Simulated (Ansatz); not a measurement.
Mg$_{2}$BBrN$_{2}$:
```
Mg2BBrN2
1.0
    4.57200     3.30862     0.00000
   -4.57200     3.30862     0.00000
   -2.15400     0.00000     6.12325
Mg B Br N
4 2 2 4
Direct
  0.86070   0.34498   0.83631
  0.13930   0.65502   0.16369
  0.34498   0.86070   0.66369
  0.65502   0.13930   0.33631
  0.11324   0.11324   0.25000
  0.88676   0.88676   0.75000
  0.63067   0.63067   0.25000
  0.36933   0.36933   0.75000
  0.95780   0.26753   0.17810
  0.04220   0.73247   0.82190
  0.26753   0.95780   0.32190
  0.73247   0.04220   0.67810
```

r²SCAN (plane waves, PAW; program Ansatz) gives a gap of 3.97 eV without spin–orbit coupling, maximum off the standard path, at k = (0.271, -0.281, 0.135), minimum at Γ.

### Question
What happens when spin–orbit coupling is switched on?

### Answer
The gap hardly moves, to 3.97 eV; maximum off the standard path, at k = (0.271, -0.281, 0.135), minimum at Γ.

### Question
Give the electron effective mass with spin–orbit coupling.

### Answer
0.32, 0.32, 0.41 mₑ (principal values).

### Question
Give the hole effective mass with spin–orbit coupling.

### Answer
1.2, 1.3, 7.5 mₑ (principal values).

Space group C2/c. The first step of the workflow began from a Materials Project structure, measured or hypothetical; the Crystallography Open Database copy checked does not list it. Whether it is the stable phase at ambient conditions was not checked. The cell was relaxed with r²SCAN under the symmetry of its start; whether a distortion lowers the energy is not shown.

Potentials: the later of the program's two PAW sets.
